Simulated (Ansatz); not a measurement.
SiO2 in space group P4_12_12 (No. 92; Si on 4a, O on 8b), LDA in the plane-wave PAW code Ansatz, all energies at zero smearing, with the estimated change up to a 700 eV cutoff added, with one set of potentials and settings (totals compare only within such a set). Cell of 12 atoms (4 Si, 8 O): -6890.812 eV.

```csv
element,reference phase,E (eV/atom)
Si,"Fd-3m, 2 atoms in the cell",-608.6481
O,"C2/m, 4 atoms in the cell, spin-polarised",-552.6518
```

Formation energy per atom, worked out: (-6890.812 − 4×(-608.6481) − 8×(-552.6518))/12 = -2.917 eV/atom (-281 kJ per mol of atoms), at 0 K, without zero-point energy or fitted corrections.

The LDA relaxation kept the symmetry of its start; phonons on a q-mesh show no instability. The references are the lowest solids computed at this level, not always the standard phases (solids in place of the gases).

Potentials: the later of the program's two PAW sets.
